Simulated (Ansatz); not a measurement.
The start is a generated cell, Ti3Al built in the AFLOW prototype AB3_mC16_12_g_ij (D0_15, as in AlCl3). Cell shape, volume and atoms are optimised at zero target pressure with r2SCAN (plane waves to 500 eV, PAW, scalar-relativistic; Ansatz, a program for electronic structure). The first steps use a coarse 7×7×6 k-mesh.

Starting cell:
```
Ti3Al
1.0
    2.75099    -4.76051     0.00000
    2.75099     4.76051     0.00000
   -1.79120     0.00000     5.43197
Al Ti
2 6
Direct
  0.83380   0.16620   0.00000
  0.16620   0.83380   0.00000
  0.21470   0.21470   0.22630
  0.78530   0.78530   0.77370
  0.93049   0.57311   0.22480
  0.42689   0.06951   0.77520
  0.06951   0.42689   0.77520
  0.57311   0.93049   0.22480
```

**Question.** Which atoms feel the largest initial force, and how large is it?

**Answer.** 7.06 eV/Å, on Ti3, Ti4, Ti5, Ti6, Ti7, Ti8 (atoms numbered as listed).

**Question.** By how much does the energy per atom fall from start to end?

**Answer.** 1.69 eV/atom.

**Question.** How does the volume per atom move from start to end?

**Answer.** +4.8 %, from 17.78 to 18.64 Å³/atom.

**Question.** How do the shortest distances between atoms change?

**Answer.** The closest pairs of elements (up to four, under 3.6 Å), start → end: Al–Ti 2.15 → 2.79 Å; Ti–Ti 2.90 → 2.73 Å; Al–Al 3.16 → 2.81 Å.

**Question.** What band gap does the relaxed structure have at this level?

**Answer.** No gap (metallic).

**Question.** What does it relax into? Give the structure.

**Answer.** 
Space group C2/m (No. 12); a = 5.0379 Å, b = 8.8341 Å, c = 6.9518 Å, α = γ = 90.00°, β = 105.41°

```tsv
atom	site	symmetry	x	y	z
Al	4g	2	0.0000	0.1588	0.0000
Ti	4i	m	0.2639	0.0000	0.3480
Ti	8j	1	0.2762	0.3286	0.3310
```
(The calculation used a cell of 8 atoms; values per cell refer to that cell.)

The space group stays C2/m (No. 12) (the run could not lower it), with 8 atoms in the primitive cell. Final values are on a 11×11×7 k-mesh of the relaxed cell. No spin polarisation in the result.

The run could not lose the symmetry of its start: the end is stationary, and may be a saddle point rather than a minimum.

The relaxed structure here is a generated cell of Ti3Al: the first start was made by placing the elements on the sites of a structure type, and the end was not matched to a known phase here, so it may be hypothetical. Known forms of Ti3Al include space group No. 194.
